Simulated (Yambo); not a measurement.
G0W0@LDA for Cs2LiAlF6 (space group P-3m1, No. 164) in Yambo. Reference settings: 3×3×2 Γ-centred k mesh, bands 2 to 191 and a 6 Ry block in the screening, 191 bands in G with the Bruneval-Gonze terminator, plasmon pole fitted at 27.2 eV. The LDA gap Γ → Γ on this mesh is 6.56 eV; G0W0 gaps are taken between the same points.

The settings were changed. The gap went from 10.72 eV to 10.94 eV, and the shift of the valence edge from -2.61 eV to -2.79 eV.

### Question
Name the change that produced these shifts.
A) 55 bands in W, 55 bands in G, 3 Ry block
B) 55 bands in W, 55 bands in G, 4 Ry block
C) 55 bands in W, 55 bands in G, 2 Ry block
D) 151 bands in W, 151 bands in G, 4 Ry block

### Answer
D, 151 bands in W, 151 bands in G, 4 Ry block. The others gave (gap, valence shift): 55 bands in W, 55 bands in G, 2 Ry block: 12.76, -3.86 eV; 55 bands in W, 55 bands in G, 3 Ry block: 12.40, -3.47 eV; 55 bands in W, 55 bands in G, 4 Ry block: 12.15, -3.20 eV.

Geometry of the Materials Project entry, not relaxed at this level; primitive cell a = 6.2979 Å, b = 6.2979 Å, c = 5.1033 Å, α = 90.00°, β = 90.00°, γ = 120.00°.

The structure is a Materials Project entry; no match was found in the copy of COD used, and its stability was not checked.

A shift is the quasiparticle energy of the state minus its LDA energy.
